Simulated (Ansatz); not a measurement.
**AlB2-type CaCo2**

The computed numbers are results of PBEsol, scalar-relativistic (collinear spin) in the plane-wave PAW code Ansatz at 420 eV, Γ-centred 10×10×8 mesh, 0.05 eV Gaussian smearing. The datasets are Ansatz's generated set soft_2.

```cif
data_structure
_symmetry_space_group_name_H-M 'P6/mmm'
_symmetry_Int_Tables_number 191
_cell_length_a 3.7513
_cell_length_b 3.7513
_cell_length_c 4.3345
_cell_angle_alpha 90.000
_cell_angle_beta 90.000
_cell_angle_gamma 120.000
_cell_volume 52.82
loop_
_atom_site_label
_atom_site_type_symbol
_atom_site_symmetry_multiplicity
_atom_site_Wyckoff_symbol
_atom_site_fract_x
_atom_site_fract_y
_atom_site_fract_z
_atom_site_occupancy
Ca1 Ca 1 a 0.00000 0.00000 0.00000 1
Co1 Co 2 d 0.33333 0.66667 0.50000 1
```

This is a trial structure made by placing the elements on a prototype's sites, so it needn't be the stable form.

Magnetic state: ferromagnetic, site spin moments Ca -0.10; Co 1.22 μB.

The cell above was scaled in volume, and shape and atoms were relaxed at each volume within its symmetry. Energies are counted from the cell above.

Cell and atoms are those of this level's equilibrium.

```tsv
V (Å³/atom)	ΔE (meV/atom)	P (GPa)	largest moment (μB)
16.90	?	?	?
17.26	1.7	1.7	1.21
17.61	0.0	0.0	1.22
17.96	1.6	-1.4	1.24
18.31	6.4	-2.8	1.26
```

(1) Fill in the withheld row.

(2) What do the points give for the equilibrium volume, the bulk modulus and its pressure derivative (third-order Birch–Murnaghan)?

Answers:

(1) ΔE (meV/atom): 7.4, P (GPa): 3.5, largest moment (μB): 1.19.

(2) V0 = 17.61 Å³/atom, B0 = 78 GPa, B0′ isn't fixed: the energies give 5.0, and a fit of the pressures differs by over 0.35.

B0·V0 = 78.4 GPa × 17.61 Å³ = 8.61 eV/atom sets the scale: near the minimum ΔE ≈ ½ B0 V0 x², with x = V/V0 − 1, and a pressure of 0.8 GPa squeezes the volume by about 1 %. At the ends of the curve: x = −4.0 % predicts 6.9 meV/atom and the run gives 7.4; x = +4.0 % predicts 6.9 meV/atom and the run gives 6.4. The lopsidedness is anharmonic: atoms resist being pushed together more than being pulled apart.

The run wasn't fully tested for a lower electronic state. Site moments are of spin, integrated over atomic spheres. No antiparallel order was tried. The run is a metal.
